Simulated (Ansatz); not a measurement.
HgTe in space group P3_121 (No. 152; Hg on 3a, Te on 3b), r²SCAN in the plane-wave PAW code Ansatz, all energies at zero smearing, with the estimated change up to a 700 eV cutoff added, with one set of potentials and settings (totals compare only within such a set). Cell of 6 atoms (3 Hg, 3 Te): -62468.940 eV.

```
element              reference phase  E (eV/atom)
-------  ---------------------------  -----------
Hg          P-1, 3 atoms in the cell  -13827.8306
Te       P3_121, 3 atoms in the cell   -6994.8235
```

Formation energy per atom, worked out: (-62468.940 − 3×(-13827.8306) − 3×(-6994.8235))/6 = -0.163 eV/atom (-16 kJ per mol of atoms), at 0 K, without zero-point energy or fitted corrections.

The first step of the workflow began from a Materials Project structure, measured or hypothetical; the Crystallography Open Database copy checked does not list it. It is not the phase usual at ambient conditions (space group No. 216). The cell was relaxed with r²SCAN under the symmetry of its start; whether a distortion lowers the energy is not shown. The references are the lowest solids computed at this level, not always the standard phases. Spin–orbit coupling is left out wherever it is not named.

Potentials: the later of the program's two PAW sets.
